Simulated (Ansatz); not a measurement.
One crystal and one scan (scan of one atom of the cell) at two levels, r2SCAN (plane waves to 500 eV, PAW, scalar-relativistic; Ansatz, a first-principles code) and PBE (plane waves to 420 eV, PAW, scalar-relativistic; Ansatz), each from its own relaxed cell and on its own mesh. The cell shown is that of r2SCAN.

AlNi3 (Cu3Au type)

```xyz
4
Lattice="3.5261 0.0000 0.0000 0.0000 3.5261 0.0000 0.0000 0.0000 3.5261" Properties=species:S:1:pos:R:3 pbc="T T T"
Ni     0.0000     1.7631     1.7631
Ni     1.7631     1.7631     0.0000
Ni     1.7631     0.0000     1.7631
Al     0.0000     0.0000     0.0000
```

In this cell atom 1 (Ni, nearest neighbour Ni at 2.493 Å; its periodic images, 3.5 Å or more away, move with it) is moved by s towards the nearest neighbour, unit vector (-0.707, -0.707, 0.000); all other atoms and the cell stay fixed.

The energy includes the smearing's −TS. AlNi3 was relaxed with its symmetry unable to fall. Relaxed AlNi3 ends ferromagnetic. Other magnetic orders were not checked, so this need not be the ground state. (PBE) Relaxed AlNi3 ends ferromagnetic. (r2SCAN) Relaxed AlNi3 ends ferromagnetic. With partly filled bands, energies and forces of such displacements shift with the k mesh and the smearing. Percentages come from the unrounded values. Both scans cover s from -0.500 to 0.500 Å.

Results of r2SCAN:

| Property | Result |
|---|---|
| Lattice constant a (Å) | 3.526 |
| Magnetic moment of the relaxed cell (μB/cell) | 0.89 |
| Energy at s = 0.500 Å (meV/cell) | 1476 |
| Force along the line at s = -0.500 Å (eV/Å) | 6.929 |
| Force constant k = d²E/ds² at s = 0 (finite differences) (eV/Å²) | 9.84 |
| Symmetry of the curve | even: the same for both signs |
| Shape of the curve | a single well with its minimum at or next to zero displacement |

### Question
Estimate the PBE values.

### Answer
| quantity | PBE | r2SCAN − PBE |
|---|---|---|
| Lattice constant a (Å) | 3.567 | -0.041 (-1.1 %) |
| Magnetic moment of the relaxed cell (μB/cell) | 0.72 | +0.17 (+24 %) |
| Energy at s = 0.500 Å (meV/cell) | 1303 | +173 (+13 %) |
| Force along the line at s = -0.500 Å (eV/Å) | 6.232 | +0.697 (+11 %) |
| Force constant k = d²E/ds² at s = 0 (finite differences) (eV/Å²) | 8.50 | +1.34 (+16 %) |

r2SCAN gives the higher value for: magnetic moment of the relaxed cell; energy at s = 0.500 Å; force along the line at s = -0.500 Å; force constant k = d²E/ds² at s = 0. r2SCAN gives the lower value for: lattice constant a. Both give the same symmetry of the curve: even: the same for both signs. Neither level is exact: the differences show how much the result hangs on the functional.

(A displaced cell: forces are minus the slopes of the energy, force constants its curvatures, and phonons follow from these.)
